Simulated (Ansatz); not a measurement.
A plane-wave DFT run in Ansatz 0.2.0 (scalar-relativistic PAW potentials unless the input names others): input and command.

```yaml
crystal:
  lattice:
    - [5.0571379914, 0.0, 0.0]
    - [-2.5285689957, 4.379609971, 0.0]
    - [0.0, 0.0, 5.9408252199]
  atoms:
    - { symbol: Li, position: [0.0, 0.0, 0.0] }
    - { symbol: Li, position: [0.0, 0.0, 0.5] }
    - { symbol: Sc, position: [0.3333333333, 0.6666666667, 0.75] }
    - { symbol: Sc, position: [0.6666666667, 0.3333333333, 0.25] }
    - { symbol: In, position: [0.3333333333, 0.6666666667, 0.25] }
    - { symbol: In, position: [0.6666666667, 0.3333333333, 0.75] }
basis:
  ecutwfc: 420
kpoints:
  mp_grid: { grid: [12, 12, 6] }
hamiltonian:
  xc: scan0x
scf:
  occupations: { method: gaussian, width: 0.1 }
  max_iter: 80
output:
  forces: true
  eigenvalues: true
  stress: true
```

```bash
ansatz run input.yaml --threads 1 --pin off --max-ram 2560MiB --backend cpu --events-out ev --progress --plain --runs-dir out
```

Problem. What will the program do with this input?

Solution. The program refuses it, because of an unknown functional (hamiltonian.xc: "pbe" → "scan0x"). With the sound run's settings it is accepted.

Abridged log:
```
Error: YAML parse error: error: line 18 column 7: hamiltonian.xc: unknown variant `scan0x`, expected one of `lda`, `lda-pw`, `pw92`, `pbe`, `pbesol`, `rpbe`, `revpbe`, `blyp`, `pbe0`, `revpbe0`, `b3lyp`, `b3lyp5`, `hse06`, `wpbeh`, `hiss`, `lc_wpbe`, `cam_b3lyp`, `hf`, `r2scan`, `r2scanh`, `r2scan0`, `r2scan50`, `mr2scan`
  --> <input>:18:7
   |
16 |   mp_grid: { grid: [12, 12, 6] }
17 | hamiltonian:
18 |   xc: scan0x
   |       ^ hamiltonian.xc: unknown variant `scan0x`, expected one of `lda`, `lda-pw`, `pw92`, `pbe`, `pbesol`, `rpbe`, `revpbe`, `blyp`, `pbe0`, `revpbe0`, `b3lyp`, `b3lyp5`, `hse06`, `wpbeh`, `hiss`, `lc_wpbe`, `cam_b3lyp`, `hf`, `r2scan`, `r2scanh`, `r2scan0`, `r2scan50`, `mr2scan`
19 | scf:
20 |   occupations: { method: gaussian, width: 0.1 }
   |
```